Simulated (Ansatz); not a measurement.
One crystal and one scan (scan of one atom of the cell) at two levels, PBE (plane waves to 420 eV, PAW, scalar-relativistic; Ansatz, a first-principles code) and r2SCAN (plane waves to 500 eV, PAW, scalar-relativistic; Ansatz), each from its own relaxed cell and on its own mesh.

The crystal is Rh (fcc, Cu type); one Rh atom of a 4-atom cell moves by s along Cartesian x, with its periodic images.

The energy includes the smearing's −TS. Rh is run without spin polarisation. Rh was relaxed with its symmetry unable to fall. With partly filled bands, energies and forces of such displacements shift with the k mesh and the smearing.

| quantity | run 1 | run 2 |
|---|---|---|
| Lattice constant a (Å) | 3.800 | 3.830 |
| Force constant k = d²E/ds² at s = 0 (finite differences) (eV/Å²) | 11.62 | 10.78 |

Which run is which level?

Run 2 is PBE, run 1 is r2SCAN. PBE gives the higher value for: lattice constant a. PBE gives the lower value for: force constant k = d²E/ds² at s = 0. Both give the same shape of the curve: a single well with its minimum at or next to zero displacement.

(A displaced cell: forces are minus the slopes of the energy, force constants its curvatures, and phonons follow from these.)
